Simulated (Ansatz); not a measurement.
The cell is COD entry 9008506, as deposited and not checked against the literature; nothing was relaxed.

Input and log of a run on Mg: DFT, PBEsol, all-electron LAPW, scalar-relativistic (Ansatz 0.2.0).

Command: `ansatz run input.yaml --threads 1 --pin off --max-ram 3072MiB --backend cpu --events-out ev --progress --plain --runs-dir out` The run took 7 s on 1 thread of Arm Neoverse V2, with other jobs on the host, peak memory 0.24 GiB.

```yaml
crystal:
  lattice:
    - [3.2092715325, 0.0, 0.0]
    - [-1.6046357662, 2.7793106748, 0.0]
    - [0.0, 0.0, 5.21033]
  atoms:
    - { symbol: Mg, position: [0.3333333333, 0.6666666667, 0.25] }
    - { symbol: Mg, position: [0.6666666667, 0.3333333333, 0.75] }
kpoints:
  mp_grid: { grid: [12, 12, 7] }
  band_path:
    path:
      - [0.0, 0.0, 0.0]
      - [0.5, 0.0, 0.0]
      - [0.3333333333, 0.3333333333, 0.0]
      - [0.0, 0.0, 0.0]
      - [0.0, 0.0, 0.5]
      - [0.5, 0.0, 0.5]
      - [0.3333333333, 0.3333333333, 0.5]
      - [0.0, 0.0, 0.5]
      - [0.5, 0.0, 0.5]
    npoints: 14
scf:
  occupations: { method: fermi_dirac, width: 0.08 }
hamiltonian:
  xc: pbesol
  pseudopotentials: { kind: all_electron, lapw: { basis_error: 0.0005 } }
output:
  forces: true
  stress: true
  eigenvalues: true
  populations: true
  dos: { projected: true, de: 0.2, e_range: [-14, 8] }
```

The log:

```
Mg: projections on atomic orbitals take those of the free atom 1s2 2s2 2p6 3s2, of charge +0.00 (hamiltonian.pseudopotentials.projection_atoms)
LAPW: plane waves up to 5.526 Å⁻¹, error target 5.0e-4 eV per atom; small_component_spin mean_spin; Mg in spheres of 1.598 Å, 10 of its electrons in bands, Dirac shells []
Engine: ansatz 0.2.0
Pseudopotentials: kind: all_electron
Pseudopotential: Mg, LAPW, valence charge 10, Koelling and Harmon's equation, gaussian nucleus
Functional definition: PBEsol
  exchange = pbesol_x
  correlation = pbesol_c
Crystal: 2 atoms, lattice volume = 46.474 Å³
Basis set: ecut = 116.33290443930187 eV, 135 PW (Γ), exchange–correlation at level 2
Bands: 14, of which v1, the nominal top of the filled ones, is band 10 counted from 1 (9 counted from 0)
Symmetry: 24 space group operations
Space group: P63/mmc (ITA 194), of the structure as read, at distance tolerance 3.6e-5 Å
k-points: 76 of 1008
Non-local potential: Mg, projectors of the file, none
Initial density: superposition of atomic densities (chi_scale 0.1, normalization cell)
Initial wavefunctions: plane waves of lowest kinetic energy (no species holds an atomic orbital)
Functional: x = pbesol(κ = 0.804, μ = 0.12345679012345678), c = pbesol(β = 0.046)
iter 1 solved again at ethr=1.04e-4 eV; its pass at ethr=1.00e-1 eV (dr2=2.09e-2 eV) is discarded
SCF iter   1: F=—  HF=-10879.314642 eV  |F-HF|=—  |Δ(HF+E_count)|=         —  Δρ=7.37e-3  dr2=2.09e-2  ethr=1.04e-4  ⟨swp⟩=3.2  Hψ=8080  notcnv=0
preconditioner: auto → none  [metal: Δε(μ)=0.136 eV  Ē_g=6.857 eV  σ=0.080 eV  W_gap=0.37  n_scr=8 (ndim 8)  ℏωp=10.9 eV  f_vac=0.000  D(μ)=0.87/eV (n_scr^D=2)  sad-step TF]
SCF iter   2: F=—  HF=-10879.299526 eV  |F-HF|=—  |Δ(HF+E_count)|=   1.51e-2  Δρ=4.75e-3  dr2=9.82e-3  ethr=1.04e-4  ⟨swp⟩=2.0  Hψ=3027  notcnv=0
iter 3 solved again at ethr=1.17e-6 eV; its pass at ethr=4.91e-5 eV (dr2=2.34e-4 eV) is discarded
SCF iter   3: F=—  HF=-10879.295912 eV  |F-HF|=—  |Δ(HF+E_count)|=   3.61e-3  Δρ=6.57e-4  dr2=2.34e-4  ethr=1.17e-6  ⟨swp⟩=2.0  Hψ=5188  notcnv=0
SCF iter   4: F=—  HF=-10879.295862 eV  |F-HF|=—  |Δ(HF+E_count)|=         —  Δρ=1.45e-4  dr2=1.20e-5  ethr=1.17e-6  ⟨swp⟩=2.0  Hψ=3029  notcnv=0
the basis was enlarged: its passes take 2.3 MiB over the memory plan, 1 of 1 planned eigensolver slots
SCF iter   5: F=—  HF=-10879.295858 eV  |F-HF|=—  |Δ(HF+E_count)|=   3.84e-6  Δρ=2.69e-5  dr2=4.01e-7  ethr=6.01e-8  ⟨swp⟩=2.0  Hψ=3027  notcnv=0
SCF iter   6: F=-10879.295858 eV  HF=-10879.295858 eV  |F-HF|=1.48e-9  |Δ(HF+E_count)|=   9.24e-9  Δρ=2.44e-6  dr2=3.24e-9  ethr=2.01e-9  ⟨swp⟩=2.0  Hψ=3027  notcnv=0
SCF 1 converged in 6 iterations: F = -10879.295858 eV  dr2 = 3.24e-9
NSCF: frozen V_eff on 113 k-points
SCF converged after 6 iterations
Free energy (F): -10879.295858 eV
Harris-Foulkes:  -10879.295858 eV  (|F-HF|=1.48e-9)
Internal energy: -10879.277687 eV  (E = F + TS)
E sigma→0 (E₀):  -10879.286773 eV
Entropy (-TS):   -0.018171 eV (-9.086 meV/atom)
Fermi energy:    5.214650 eV
--- Per-component energies (eV) ---
  E_band       = -720.351608
  E_kinetic    = 10890.113946
  E_xc         = -870.554294
  E_electrostatic = -20898.837339  (all electrons and nuclei)
  E_smearing   = -0.018171  (= −TS)
  E_closure    = 0.000000  (closes the sum)
  E_atoms      = -10875.862382  (free atoms, spherical and without spin; not in F)
  Σ components = -10879.295858   (vs F -10879.295858, Δ=0.00e0)
  Basis errors (estimates in eV, not in F): energy 1.3e-4 per atom: plane waves 1.3e-4 (6.4e-5 summed), levels above the bands 4.9e-29, relativity 7.7e-9, radial functions 6.8e-6, core shells 1.6e-14; eigenvalues (radial functions only) 2.5e-6; not estimated: angular momenta, meshes, grids; target (lapw.basis_error) 5.0e-4; muffin-tin radii Mg 1.598 Å
--- Forces (eV/Å), atoms counted from 1 ---
  atom   1  Mg     0.00000000     0.00000000     0.00000000
  atom   2  Mg    -0.00000000    -0.00000000     0.00000000
  max |Σ_I F_I| component: 0.00e0 eV/Å
--- Stress (GPa, compression-positive) ---
       -0.879325      -0.000000      -0.000000
       -0.000000      -0.879325       0.000000
       -0.000000       0.000000      -1.651940
  P = ⅓ Tr σ = -1.1369 GPa (-11.369 kbar)
--- Band table (eV; the first three rows and the last of 76) ---
  k-point 0: bands = ["-70.4492", "-70.4464", "-37.4128", "-37.3845", "-37.3845", "-37.3816", "-37.3798", "-37.3798", "-1.6217", "3.5942", "4.0142", "16.1084", "16.1084", "16.1985"]
  k-point 1: bands = ["-70.4491", "-70.4465", "-37.4113", "-37.3843", "-37.3843", "-37.3831", "-37.3800", "-37.3800", "-1.5080", "2.3783", "5.4265", "15.8421", "16.1986", "16.1986"]
  k-point 2: bands = ["-70.4487", "-70.4469", "-37.4070", "-37.3875", "-37.3836", "-37.3836", "-37.3807", "-37.3807", "-1.1678", "1.1769", "7.2167", "13.6115", "16.4554", "16.4554"]
  k-point 75: bands = ["-70.4458", "-70.4458", "-37.4050", "-37.4050", "-37.3991", "-37.3971", "-37.3872", "-37.3872", "5.3854", "5.3854", "5.5883", "6.3215", "6.8973", "6.8973"]
--- Löwdin populations: 2 sites ---
  site symbol       q [e]
     0     Mg     11.4565
     1     Mg     11.4565
  spilling = 0.045295 (of n_electrons = 24.000000)
```
